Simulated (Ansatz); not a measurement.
Input:

Ir (simple cubic, Pm-3m), a = b = c = 2.541 Å, α = β = γ = 90.00°.

This is the PBEsol-relaxed structure.

Question: All from PBEsol in the plane-wave PAW code Ansatz, unless another level is named. Give the density of states at the Fermi level.

Answer: 1.5 states/eV per atom (mean over ±0.08 eV).

Question: What about the gap with spin–orbit coupling?

Answer: none (metallic).

A made-up cell: these elements were put on the sites of a structure type; neither database checked (COD, Materials Project) lists it. It is not the phase usual at ambient conditions (space group No. 225). The PBEsol relaxation kept the symmetry of its start; its stability against distortions is not shown here. The run is not spin-polarised. Scalar-relativistic: spin–orbit coupling is off unless named, which matters more the heavier the elements.

Potentials: the later of the program's two PAW sets.
